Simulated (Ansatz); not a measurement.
# SrPtAs: a fit and a missing row

SrPtAs, P6_3/mmc, a = 4.239 Å, c = 8.909 Å. The structure is a Materials Project entry; whether it is the stable form wasn't checked. Ansatz: PBEsol, PAW, 420 eV, Γ-centred 12×12×4 mesh on 6 atoms, Gaussian smearing 0.10 eV; no spin polarisation. Shape and atoms are relaxed at each volume; pressure is positive in compression.

```tsv
V (Å³/atom)	P (GPa)
20.337	11.78
21.030	8.23
21.723	5.07
22.416	2.33
23.110	-0.02
23.803	?
24.496	-3.82
25.421	-5.78
```

**Question.** Take V0 = 23.110 Å³/atom, count pressures from its P0 = -0.02 GPa, fit the third-order Birch–Murnaghan form to the other rows, and predict the missing pressure.

**Answer.** With the Eulerian strain f = ½[(V0/V)^(2/3) − 1] and y = (P − P0)/[3f(1 + 2f)^(5/2)], the form is the line y = B0 + 1.5 B0 (B0′ − 4) f. Rows (f, y): 0.04448, 71.5; 0.03245, 72.4; 0.02106, 72.7; 0.01027, 72.5; -0.01904, 73.3; -0.03078, 73.1. Means f = 0.009740, y = 72.583; Σ(Δf)² = 0.004321, ΣΔfΔy = -0.08208; the slope is their ratio. y = 72.77 − 19.00 f GPa, so B0 = 72.8 GPa and B0′ = 4 + 2 × (-19.00)/(3 × 72.77) = 3.83. At V = 23.803, f = -0.00975, y = 72.96 and P = -2.05 GPa. The run gave -2.06 GPa, so the fit is 0.01 GPa too high, within the rms miss on the fitted rows (0.04 GPa).

Spin–orbit coupling is left out, which can shift energies with elements as heavy as these.